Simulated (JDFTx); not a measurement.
System: NaI(110) (Fm-3m bulk; lattice of mp-23268, not re-optimised at this level), 1x1 cell of 8 atoms in 4 planes (I/Na outermost, slab composition Na4I4), area 29.30 Å² a face, 6.8 Å between the outermost planes in a cell 22.8 Å high; k mesh 4×4×1, Fermi width 0.003 Ha, no spin polarisation. Whether this polymorph is the ambient one wasn't checked.

All numbers are PBE, GBRV ultrasoft potentials, plane waves to 20/100 Ha results from JDFTx (a modified build), not measurements. Vacuum. The outer atoms relax from bulk positions, keeping the cell's symmetry; the lattice is not PBE's own optimum in this code, and that strain can shift the moves by a few hundredths of an ångström. Input:

```
lattice \
  8.6017792456 0.0000000000 0.0000000000 \
  0.0000000000 12.1647528793 0.0000000000 \
  0.0000000000 0.0000000000 43.0857556415
coords-type Lattice
ion I 0.5000000000 0.0000000000 -0.1497324200 1
ion I 0.0000000000 0.5000000000 -0.0499108070 1
ion I 0.5000000000 0.0000000000 0.0499108070 1
ion I 0.0000000000 0.5000000000 0.1497324200 1
ion Na 0.5000000000 0.5000000000 -0.1497324200 1
ion Na 0.0000000000 0.0000000000 -0.0499108070 1
ion Na 0.5000000000 0.5000000000 0.0499108070 1
ion Na 0.0000000000 0.0000000000 0.1497324200 1
ion-species pseudo/i_pbe_v1.upf
ion-species pseudo/na_pbe_v1.5.upf
elec-cutoff 20 100
elec-ex-corr gga-PBE
coulomb-interaction Slab 001
coulomb-truncation-embed 0 0 0
kpoint-folding 4 4 1
elec-smearing Fermi 0.003
lcao-params 10
elec-n-bands 39
converge-empty-states yes
electronic-scf nIterations 100 energyDiffThreshold 1e-07
ionic-minimize nIterations 10 energyDiffThreshold 1e-5 knormThreshold 4e-4
dump-name vac.$VAR
dump End State Ecomponents EigStats BandEigs Forces ElecDensity IonicPositions Fillings Kpoints Dtot
```

### Question
How far do the free atoms of the upper face move along the normal, and how much energy is released?

### Answer
I (atom 4) 0.14 Å, Na (atom 8) -0.19 Å, Na (atom 7) 0.21 Å, I (atom 3) -0.01 Å (positive: outward). The free energy falls by 0.112 eV per cell, 31 mJ/m².
